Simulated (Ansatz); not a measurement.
# ¹⁷O NMR of the central transition in CO

Cell: a COD entry, its atoms then relaxed with PBE in this cell.

Space group P2_13 (No. 198); a = 5.6300 Å.

| site | Wyckoff | site symmetry | x | y | z |
| --- | --- | --- | --- | --- | --- |
| C | 4a | .3. | 0.9628 | 0.9628 | 0.9628 |
| O | 4a | .3. | 0.0791 | 0.0791 | 0.0791 |

One atom of each set is listed.

Level of theory: DFT, PBE, plane waves and PAW, scalar-relativistic, 420 eV cutoff, Γ-centred 5×5×5 k-points, Fermi–Dirac smearing 0.05 eV (Ansatz 0.2.0).

¹⁷O has I = 5/2 and Q = -25.58 mb (Pyykkö 2018); at 23.5 T its Larmor frequency is ν₀ = 135.7 MHz. Only the quadrupole interaction is simulated: positions count from each site's isotropic chemical shift, and J coupling is left out, as are shift anisotropy and dipolar coupling, which fast spinning averages.

Simulated pattern of one O site (fast magic-angle spinning, Gaussian broadening 0.05 kHz):

offset (kHz), height and a bar:
```
   -1.772          0 
   -1.731          0 
   -1.689          3 #
   -1.647          4 #
   -1.606          5 #
   -1.564          4 #
   -1.523          5 #
   -1.481          5 #
   -1.439          5 #
   -1.398          5 #
   -1.356          5 ##
   -1.314          5 ##
   -1.273          5 ##
   -1.231          6 ##
   -1.190          6 ##
   -1.148          6 ##
   -1.106         13 ####
   -1.065         65 ####################
   -1.023         72 ######################
   -0.981         50 ###############
   -0.940         42 #############
   -0.898         38 ###########
   -0.857         36 ###########
   -0.815         34 ##########
   -0.773         33 ##########
   -0.732         33 ##########
   -0.690         32 ##########
   -0.648         32 ##########
   -0.607         33 ##########
   -0.565         34 ##########
   -0.523         35 ###########
   -0.482         37 ###########
   -0.440         40 ############
   -0.399         44 #############
   -0.357         51 ###############
   -0.315         65 ###################
   -0.274        100 ##############################
   -0.232         67 ####################
   -0.190          5 #
   -0.149          0
```

(1) Which |C_Q| and η does the pattern imply?

Answers

(1) The pattern spans 1.46 kHz before broadening and its centre of gravity is at -0.680 kHz, which fixes P_Q; the places of the horns and steps fix η. That gives P_Q = 3.92 MHz, |C_Q| = 3.92 MHz and η = 0.00. The sign of C_Q can't be read from the pattern.

An axis of threefold or higher order runs through O, so V_zz lies along it and η is zero.
